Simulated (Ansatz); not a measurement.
Input and command of a calculation in Ansatz (plane waves; scalar-relativistic PAW potentials unless the input names others):

```yaml
crystal:
  lattice:
    - [3.8205603434, 0.0, 0.0]
    - [0.0, 3.8205603434, 0.0]
    - [0.0, 0.0, 30.6334027592]
  atoms:
    - { symbol: Sn, position: [0.5, 0.0, 0.461413835] }
    - { symbol: O, position: [0.0, 0.0, 0.5] }
    - { symbol: O, position: [0.5, 0.5, 0.5] }
    - { symbol: Sn, position: [0.0, 0.5, 0.538586165] }
  periodic: [true, true, false]
basis:
  ecutwfc: 420
  ecutrho_ratio: 1
kpoints:
  mp_grid: { grid: [6, 6, 1] }
hamiltonian:
  xc: pbe
  dispersion: d3bj
scf:
  occupations: { method: gaussian, width: 0.02 }
  max_iter: 50
output:
  forces: true
  eigenvalues: true
  stress: true
efield:
  axis: 3
  amplitude: 0.1
```

```bash
ansatz run input.yaml --threads 2 --pin off --max-ram 5120MiB --backend cpu --events-out ev --progress --plain --runs-dir out
```

Abridged log:
```
Basis set: ecut = 420 eV, 8703 PW (Γ), exchange–correlation on 40×40×320 points (8 copies of the dense FFT grid, shifted against one another)
Bands: 24, of which v1, the nominal top of the filled ones, is band 20 counted from 1 (19 counted from 0)
Symmetry: 8 space group operations
k-points: 10 of 36
SCF iter   1: F=—  HF=-13189.644192 eV  |F-HF|=—  |Δ(HF+E_count)|=         —  Δρ=5.77e-2  dr2=1.80e1  ethr=3.10e-3  p=0.041 e·Å  V_vac-E_F(+/−)=6.18/5.03 eV  ⟨swp⟩=8.9  Hψ=1370  notcnv=0
efield: sawtooth ramp at fractional position 0.7826 (placed from the atoms, in the widest stretch of the axis that holds none; the zero of the levels goes with the place), width 0.4347; the density the first Hamiltonian is built on has a dipole p = 0.041 e·Å; `efield.dipole_correction` is off, so that where the cell repeats along the axis the dipole's images put a field D = 1.66e-2 V/Å through it; the planar-averaged density in the ramp window peaks in size at 1.5e-4 e/Å³
SCF iter   2: F=—  HF=-13187.641460 eV  |F-HF|=—  |Δ(HF+E_count)|=    2.00e0  Δρ=5.54e-2  dr2=1.34e1  ethr=3.10e-3  p=0.033 e·Å  V_vac-E_F(+/−)=2.92/1.66 eV  ⟨swp⟩=5.0  Hψ=782  notcnv=0
SCF iter   3: F=—  HF=-13185.191210 eV  |F-HF|=—  |Δ(HF+E_count)|=    2.45e0  Δρ=9.48e-3  dr2=4.48e-1  ethr=3.10e-3  p=0.046 e·Å  V_vac-E_F(+/−)=4.77/3.68 eV  ⟨swp⟩=5.0  Hψ=694  notcnv=0
SCF iter   4: F=—  HF=-13185.131508 eV  |F-HF|=—  |Δ(HF+E_count)|=   5.97e-2  Δρ=4.54e-3  dr2=1.58e-1  ethr=1.12e-3  p=0.020 e·Å  V_vac-E_F(+/−)=4.35/2.94 eV  ⟨swp⟩=3.5  Hψ=440  notcnv=0
SCF iter   5: F=—  HF=-13185.108172 eV  |F-HF|=—  |Δ(HF+E_count)|=   2.33e-2  Δρ=1.81e-3  dr2=3.46e-2  ethr=3.95e-4  p=0.052 e·Å  V_vac-E_F(+/−)=4.25/3.24 eV  ⟨swp⟩=3.8  Hψ=493  notcnv=0
SCF iter   6: F=—  HF=-13185.101754 eV  |F-HF|=—  |Δ(HF+E_count)|=   6.42e-3  Δρ=9.48e-4  dr2=7.67e-3  ethr=8.66e-5  p=0.038 e·Å  V_vac-E_F(+/−)=4.42/3.23 eV  ⟨swp⟩=3.6  Hψ=392  notcnv=0
SCF iter   7: F=—  HF=-13185.100495 eV  |F-HF|=—  |Δ(HF+E_count)|=   1.26e-3  Δρ=6.14e-4  dr2=2.98e-3  ethr=1.92e-5  p=0.041 e·Å  V_vac-E_F(+/−)=4.51/3.36 eV  ⟨swp⟩=3.8  Hψ=509  notcnv=0
SCF iter   8: F=—  HF=-13185.099907 eV  |F-HF|=—  |Δ(HF+E_count)|=   5.88e-4  Δρ=2.45e-4  dr2=4.81e-4  ethr=7.45e-6  p=0.040 e·Å  V_vac-E_F(+/−)=4.50/3.33 eV  ⟨swp⟩=2.0  Hψ=297  notcnv=0
SCF iter   9: F=—  HF=-13185.099796 eV  |F-HF|=—  |Δ(HF+E_count)|=   1.11e-4  Δρ=4.53e-5  dr2=1.78e-5  ethr=1.20e-6  p=0.040 e·Å  V_vac-E_F(+/−)=4.49/3.32 eV  ⟨swp⟩=2.2  Hψ=370  notcnv=0
SCF iter  10: F=—  HF=-13185.104237 eV  |F-HF|=—  |Δ(HF+E_count)|=   4.44e-3  Δρ=4.38e-5  dr2=2.19e-6  ethr=4.45e-8  p=0.040 e·Å  V_vac-E_F(+/−)=4.49/3.32 eV  ⟨swp⟩=3.4  Hψ=647  notcnv=0
SCF iter  11: F=—  HF=-13185.104238 eV  |F-HF|=—  |Δ(HF+E_count)|=   1.24e-6  Δρ=3.94e-5  dr2=1.81e-6  ethr=5.48e-9  p=0.040 e·Å  V_vac-E_F(+/−)=4.49/3.31 eV  ⟨swp⟩=1.6  Hψ=322  notcnv=0
SCF iter  12: F=—  HF=-13185.104241 eV  |F-HF|=—  |Δ(HF+E_count)|=   3.47e-6  Δρ=2.44e-5  dr2=6.33e-7  ethr=4.52e-9  p=0.040 e·Å  V_vac-E_F(+/−)=4.49/3.32 eV  ⟨swp⟩=2.1  Hψ=350  notcnv=0
SCF iter  13: F=-13185.104244 eV  HF=-13185.104243 eV  |F-HF|=1.33e-7  |Δ(HF+E_count)|=   2.19e-6  Δρ=6.65e-6  dr2=5.71e-8  ethr=2.50e-10  p=0.040 e·Å  V_vac-E_F(+/−)=4.48/3.32 eV  ⟨swp⟩=6.7  Hψ=1521  notcnv=0
SCF 1 converged in 13 iterations: F = -13185.104244 eV  dr2 = 5.71e-8
SCF converged after 13 iterations
Free energy (F): -13185.104244 eV
Harris-Foulkes:  -13185.104243 eV  (|F-HF|=1.33e-7)
Internal energy: -13185.104244 eV  (E = F + TS)
E sigma→0 (E₀):  -13185.104244 eV
Fermi energy:    -3.935530 eV
Dipole field:    D = 0.016028 V/Å  (p = 0.039606 e·Å, saw-weighted)
Work function:   not extracted (applied field tilts the vacuum); planar V_es + V_field profile in the machine report
Levels:          The Fermi level and band energies are counted from a zero that moves with the ramp; work functions are not
Vacuum region:   at the solve's end the planar-averaged density reaches -8.58e-5 e/Å³ inside the ramp window [0.7500, 0.2500] (bound 1e-5 e/Å³)
  E_disp       = -0.548287  (pairwise vdW)
--- Forces (eV/Å), atoms counted from 1 ---
  atom   1  Sn     0.00000000     0.00000000     0.01838180
  atom   2  O      0.00000000     0.00000000    -0.04517041
  atom   3  O      0.00000000     0.00000000    -0.04517041
  atom   4  Sn     0.00000000     0.00000000     0.07044556
--- 2D stress c σ (N/m, compression-positive) ---
       -0.132132       0.000000       0.000000
        0.000000      -0.132132       0.000000
        0.000000       0.000000       0.000000
  P = ½ c Tr σ = -0.1321 N/m
```

What is wrong with this input?

The fault is a density cutoff too low for products of the waves, which reach up to 4 times the waves' cutoff (basis.ecutrho_ratio: not typed → 1, the first being the value of the sound run). Setting it back cures it. The log, from which this was withheld above, says: «Warning: basis.ecutrho_ratio = 1 (ecutrho = 420 eV) is below the records' recommended 1680 eV» «WARN: efield: at this solve's end the planar-averaged density reaches -8.58e-5 e/Å³ inside the ramp window [0.7500, 0.2500] (bound 1e-5 e/Å³); the window's nearer edge stands 6.48 Å from this solve's nearest atom along the axis. Its free energy, forces, stress, dipole, levels and responses can be off, and this figure does not tell by how much. A short vacuum …» «settings of this run that can trade accuracy for cost: basis.ecutrho_ratio < 4. Do not mix this run's numbers with those of runs without the same settings; the input reference describes each key» The run converged all the same, with an energy at zero smearing 323 meV/atom below the reference's, largest force 0.070 eV/Å, gap on the mesh 3.11 eV, so convergence alone doesn't show that an input is right. A reference run from the same start on usual settings converged with largest force 0.043 eV/Å, gap on the mesh 3.10 eV.

Time: 6 s on 2 threads of AMD EPYC 7R43 64-Core Processor (Zen 3), on a shared host, peak memory 0.48 GiB.